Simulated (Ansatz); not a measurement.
Data sheet: Zr₃Ag (DFT)

Zr3Ag:
```cif
data_AgZr3
_chemical_formula_sum 'Ag1 Zr3'
_space_group_name_H-M_alt 'Pm-3m'
_space_group_IT_number 221
_space_group_name_Hall '-P 4 2 3'
_cell_length_a 4.39860
_cell_length_b 4.39860
_cell_length_c 4.39860
_cell_angle_alpha 90.000
_cell_angle_beta 90.000
_cell_angle_gamma 90.000
loop_
_atom_site_label
_atom_site_type_symbol
_atom_site_symmetry_multiplicity
_atom_site_Wyckoff_symbol
_atom_site_fract_x
_atom_site_fract_y
_atom_site_fract_z
_atom_site_occupancy
Ag1 Ag 1 a 0.00000 0.00000 0.00000 1
Zr1 Zr 3 c 0.00000 0.50000 0.50000 1
```

Space group Pm-3m (No. 221), Cu3Au type; conventional cell a = 4.399 Å, b = 4.399 Å, c = 4.399 Å, α = 90.00°, β = 90.00°, γ = 90.00°.

Method: plane-wave PAW r²SCAN (Ansatz code). Structure relaxed to zero pressure with the same functional. Other levels are named where they apply.

**Cell and energy**

```yaml
volume_per_atom: 21.28 Å³
density: 7.44 g/cm³
Formation energy from the elements (no fitted shifts): 0.055 eV/atom
```

**Electronic structure**

```yaml
electronic_character: metallic (no gap)
Density of states at the Fermi level: 1.7 states/eV per atom (mean over ±0.08 eV)
Gap with spin–orbit coupling: none (metallic)
```

**Mechanics**

```yaml
Bulk modulus (Birch–Murnaghan fit): 101 GPa
Pressure derivative B′: 4.0
```

**Charges**

```yaml
bader_charges: Ag -1.66, Zr +0.55 e
```

The workflow started from an entry of the Crystallography Open Database (COD); the relaxed space group is not among those it files for this formula. COD files the formula under space group No. 123, so this cell is another polymorph or a model. Its standing as an ambient phase is unchecked. The cell was relaxed with r²SCAN under the symmetry of its start; whether a distortion lowers the energy is not shown. The run is not spin-polarised. The references are the lowest solids computed at this level, not always the standard phases. Spin–orbit coupling is left out wherever it is not named.

Potentials: the later of the program's two PAW sets.
